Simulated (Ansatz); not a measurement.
## Does the structure type survive?

Theory: Ansatz, DFT PBE, scalar-relativistic, plane waves, PAW. Settings: cutoff 420 eV, Γ-centred meshes no coarser than 0.19 Å⁻¹ for metals and 0.3 Å⁻¹ for insulators (2π included), Gaussian smearing.

Each formula is placed on the named type at a guessed volume, then cell and atoms relax at zero pressure without lowering the symmetry. Keeping the type says nothing about stability against other structures or lower symmetry. Neighbours of unlike kind are counted within 25 % of the shortest distance of their pair. The atoms listed around a site end at a clear gap in distance instead, so their number can differ.

Spin–orbit coupling is left out.

(1) Hf2Zr on the CaCl2 type (Pnnm, No. 58), with Zr for Ca, Hf for Cl: does the type hold?

(2) Mg2As on the tetragonal zirconia type (P4_2/nmc, No. 137), with As for Zr, Mg for O: does the type hold?

(3) Does Hf2Zr keep the MoSi2 (C11b) type (I4/mmm, No. 139), with Zr for Mo, Hf for Si?

(4) Does BaH keep the GeS type (Pnma, No. 62), with Ba for Ge, H for S?

Answers

(1) No, it ends in Immm (No. 71) with a = 3.058 Å, b = 5.168 Å, c = 8.806 Å. Around Zr lie 2 Zr at 3.06 Å and 8 Hf at 3.06–3.16 Å; around Hf lie 7 Hf at 3.06–3.29 Å and 4 Zr at 3.06–3.16 Å.

(2) No, it turns into the fluorite structure, Fm-3m (No. 225), a = 6.519 Å. Mg has 4 As at 2.82 Å and 6 Mg at 3.26 Å; around As lie 8 Mg at 2.82 Å.

(3) Yes: a = 3.760 Å, c = 9.563 Å. Zr is coordinated by 10 Hf at 3.10–3.18 Å and 4 Zr at 3.76 Å; Hf is coordinated by 5 Hf at 3.09–3.20 Å, 5 Zr at 3.10–3.18 Å and 4 Hf at 3.76 Å.

(4) No, it turns into the rock salt structure, Fm-3m (No. 225), a = 5.808 Å. Ba has 6 H at 2.90 Å; around H lie 6 Ba at 2.90 Å.

Cost: 4 runs of about 16 core-minutes in all, on Arm Neoverse V1, AMD EPYC 7B13 (Zen 3) (shared hosts).